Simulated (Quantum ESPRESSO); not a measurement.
Ga3AlN3O, input and log of a self-consistent run

Computed values, not a measurement. The program is pw.x of Quantum ESPRESSO 7.5 (plane-wave density functional theory). The cell is made up: 8 atoms on a rocksalt lattice, with randomly drawn elements, strain and displacements, not relaxed. PseudoDojo standard norm-conserving files (v0.5 for PBE, v0.4.1 for LDA and PBEsol) set the functional; there is no spin polarisation, spin-orbit coupling or dispersion term, and the masses in the input are unused placeholders. A spin-polarised start on this cell or one of its family kept no moment.

Input:

```
&control calculation='scf', pseudo_dir='./dojo.nc.sr.pbe.v0_5.standard.upf', outdir='./o', disk_io='medium', tprnfor=.true., tstress=.true. /
&system ibrav=0, nat=8, ntyp=4, nbnd=42, ecutwfc=84.00895049, nosym=.true., tot_charge=0,
 occupations='smearing', smearing='fd', degauss=0.0073498644
/
&electrons conv_thr=7.350e-09, electron_maxstep=60, /
ATOMIC_SPECIES
Al 1.0 Al.upf
Ga 1.0 Ga.upf
N 1.0 N.upf
O 1.0 O.upf
CELL_PARAMETERS angstrom
4.3035 0.0023 -0.0193
0.0023 4.2549 0.0169
-0.0193 0.0169 4.2283
ATOMIC_POSITIONS angstrom
Ga 0.0086 -0.0349 0.003
Ga 0.0248 2.1237 2.1028
Ga 2.1424 0.021 2.1142
Al 2.2043 2.1431 -0.0786
N 2.1191 -0.0348 -0.0068
N 2.1433 2.1198 2.1137
O 4.2954 -0.0144 2.1176
N 4.3126 2.1812 0.0029
K_POINTS automatic
6 6 6 1 1 1
```

The log is shortened where brackets say so; the opening notice, blank lines, dates and the lines on written files are dropped, and the path of the files is cut. It prints rydbergs, bohrs and kilobars, and counts compression as positive stress.

```
     Program PWSCF v.7.5
     Parallel version (MPI & OpenMP), running on       1 processor cores
     Number of MPI processes:                 1
     Threads/MPI process:                     1
     [start-up lines left out]
     bravais-lattice index     =            0
     lattice parameter (alat)  =       8.1325  a.u.
     unit-cell volume          =     522.4655 (a.u.)^3
     number of atoms/cell      =            8
     number of atomic types    =            4
     number of electrons       =        63.00
     number of Kohn-Sham states=           42
     kinetic-energy cutoff     =      84.0090  Ry
     charge density cutoff     =     336.0358  Ry
     scf convergence threshold =      7.3E-09
     mixing beta               =       0.7000
     number of iterations used =            8  plain     mixing
     Exchange-correlation= PBE
                           (   1   4   3   4   0   0   0)
     [axes and pseudopotential details left out]
   Cartesian axes
     site n.     atom                  positions (alat units)
         1        Ga     tau(   1) = (   0.0019984  -0.0081096   0.0006971  )
         2        Ga     tau(   2) = (   0.0057627   0.4934770   0.4886206  )
         3        Ga     tau(   3) = (   0.4978223   0.0048797   0.4912695  )
         4        Al     tau(   4) = (   0.5122058   0.4979849  -0.0182640  )
         5        N      tau(   5) = (   0.4924081  -0.0080864  -0.0015801  )
         6        N      tau(   6) = (   0.4980314   0.4925708   0.4911534  )
         7        O      tau(   7) = (   0.9981076  -0.0033461   0.4920596  )
         8        N      tau(   8) = (   1.0021043   0.5068381   0.0006739  )
     number of k points=   108  Fermi-Dirac smearing, width (Ry)=  0.0073
     Number of k-points >= 100: set verbosity='high' to print them.
     Dense  grid:    54363 G-vectors     FFT dimensions: (  48,  48,  48)
     Estimated max dynamical RAM per process >      74.52 MB
     Initial potential from superposition of free atoms
     starting charge      62.9895, renormalised to      63.0000
     Starting wfcs are   47 randomized atomic wfcs
     total cpu time spent up to now is       23.5 secs
     per-process dynamical memory:    49.6 Mb
     Self-consistent Calculation
     iteration #  1     ecut=    84.01 Ry     beta= 0.70
     Davidson diagonalization with overlap
     ethr =  1.00E-02,  avg # of iterations =  4.5
     total cpu time spent up to now is       90.8 secs
     total energy              =    -558.08153190 Ry
     estimated scf accuracy    <       1.70426679 Ry
     iteration #  2     ecut=    84.01 Ry     beta= 0.70
     Davidson diagonalization with overlap
     ethr =  2.71E-03,  avg # of iterations =  4.4
     total cpu time spent up to now is      141.0 secs
     total energy              =    -558.58406562 Ry
     estimated scf accuracy    <       1.69662884 Ry
     iteration #  3     ecut=    84.01 Ry     beta= 0.70
     Davidson diagonalization with overlap
     ethr =  2.69E-03,  avg # of iterations =  2.0
     total cpu time spent up to now is      183.2 secs
     total energy              =    -558.87517034 Ry
     estimated scf accuracy    <       0.01952287 Ry
     iteration #  4     ecut=    84.01 Ry     beta= 0.70
     Davidson diagonalization with overlap
     ethr =  3.10E-05,  avg # of iterations = 10.4
     total cpu time spent up to now is      244.4 secs
     total energy              =    -558.88302155 Ry
     estimated scf accuracy    <       0.01251381 Ry
     iteration #  5     ecut=    84.01 Ry     beta= 0.70
     Davidson diagonalization with overlap
     ethr =  1.99E-05,  avg # of iterations =  2.0
     total cpu time spent up to now is      283.4 secs
     total energy              =    -558.88464580 Ry
     estimated scf accuracy    <       0.00233768 Ry
     [iterations 6 to 7 left out]
     iteration #  8     ecut=    84.01 Ry     beta= 0.70
     Davidson diagonalization with overlap
     ethr =  7.05E-08,  avg # of iterations =  2.8
     total cpu time spent up to now is      406.9 secs
     total energy              =    -558.88468578 Ry
     estimated scf accuracy    <       0.00000633 Ry
     iteration #  9     ecut=    84.01 Ry     beta= 0.70
     Davidson diagonalization with overlap
     ethr =  1.00E-08,  avg # of iterations =  2.1
     total cpu time spent up to now is      445.3 secs
     total energy              =    -558.88468621 Ry
     estimated scf accuracy    <       0.00000225 Ry
     iteration # 10     ecut=    84.01 Ry     beta= 0.70
     Davidson diagonalization with overlap
     ethr =  3.57E-09,  avg # of iterations =  2.0
     total cpu time spent up to now is      488.8 secs
     total energy              =    -558.88468634 Ry
     estimated scf accuracy    <       0.00000023 Ry
     iteration # 11     ecut=    84.01 Ry     beta= 0.70
     Davidson diagonalization with overlap
     ethr =  3.66E-10,  avg # of iterations =  2.1
     total cpu time spent up to now is      542.0 secs
     total energy              =    -558.88468641 Ry
     estimated scf accuracy    <       0.00000001 Ry
     iteration # 12     ecut=    84.01 Ry     beta= 0.70
     Davidson diagonalization with overlap
     ethr =  2.12E-11,  avg # of iterations =  2.3
     total cpu time spent up to now is      587.3 secs
     End of self-consistent calculation
     Number of k-points >= 100: set verbosity='high' to print the bands.
     the Fermi energy is    15.5526 ev
!    total energy              =    -558.88468641 Ry
     estimated scf accuracy    <          3.8E-09 Ry
     smearing contrib. (-TS)   =      -0.00299055 Ry
     internal energy E=F+TS    =    -558.88169586 Ry
     The total energy is F=E-TS. E is the sum of the following terms:
     one-electron contribution =    -147.33866375 Ry
     hartree contribution      =     136.72243546 Ry
     xc contribution           =    -155.14455624 Ry
     ewald contribution        =    -393.12091133 Ry
     convergence has been achieved in  12 iterations
     Forces acting on atoms (cartesian axes, Ry/au):
     atom    1 type  2   force =     0.00137473    0.01433334    0.00185201
     atom    2 type  2   force =    -0.00251413   -0.00089443   -0.00075166
     atom    3 type  2   force =     0.00280964   -0.00343503   -0.01089717
     atom    4 type  1   force =    -0.00817181   -0.00507987    0.02277826
     atom    5 type  3   force =     0.01387185    0.01609531   -0.00056755
     atom    6 type  3   force =     0.00505735   -0.00164305   -0.00032209
     atom    7 type  4   force =    -0.00392727    0.00997158   -0.00491811
     atom    8 type  3   force =    -0.00850037   -0.02934785   -0.00717367
     Total force =     0.050721     Total SCF correction =     0.000068
     Computing stress (Cartesian axis) and pressure
          total   stress  (Ry/bohr**3)                   (kbar)     P=       76.52
   0.00039598  -0.00000097   0.00009069           58.25       -0.14       13.34
  -0.00000097   0.00056284  -0.00008774           -0.14       82.80      -12.91
   0.00009069  -0.00008774   0.00060179           13.34      -12.91       88.53
     init_run     :     22.24s CPU     23.41s WALL (       1 calls)
     electrons    :    530.91s CPU    563.82s WALL (       1 calls)
     forces       :      5.59s CPU      5.65s WALL (       1 calls)
     stress       :     25.87s CPU     26.00s WALL (       1 calls)
     [timing details left out]
     PWSCF        :   9m44.84s CPU  10m19.34s WALL
     JOB DONE.
```

In other units: free energy -7604.014 eV for the cell, pressure 7.65 GPa, largest force component 0.755 eV/Å. A rerun of a related cell, with the same atoms placed differently, at 1437 eV and a 8 x 8 x 8 mesh moved values by no more than 0.013 eV in energy, 0.22 GPa in stress and 0.009 eV/Å in force.